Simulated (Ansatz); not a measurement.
GaAs (wurtzite, space group No. 186) at seven volumes, PBEsol (plane waves, PAW; program Ansatz), shape and atoms relaxed at each. One row is withheld.

```tsv
V (Å³/atom)	P (GPa)
20.599	8.11
21.278	4.94
21.957	2.27
22.636	0.00
23.315	-1.91
23.994	-3.51
24.673	?
```

### Question
Fit the shown pressures and predict the withheld one.

### Answer
P = (3/2)B₀(x^(7/2) − x^(5/2))[1 + (3/4)(B′ − 4)(x − 1)] with x = (V₀/V)^(2/3). Least squares on the six rows gives V₀ = 22.638 Å³/atom, B₀ = 69.1 GPa, B′ = 4.62. At V = 24.673, x = 0.9442 and P = -4.88 GPa. The run itself gave -4.79 GPa.

Space group P6_3mc (wurtzite). The first step of the workflow began from a Materials Project structure, measured or hypothetical; the Crystallography Open Database copy checked does not list it. It is not the phase usual at ambient conditions (space group No. 216). The PBEsol relaxation kept the symmetry of its start; its stability against distortions is not shown here.

Potentials: the later of the program's two PAW sets.
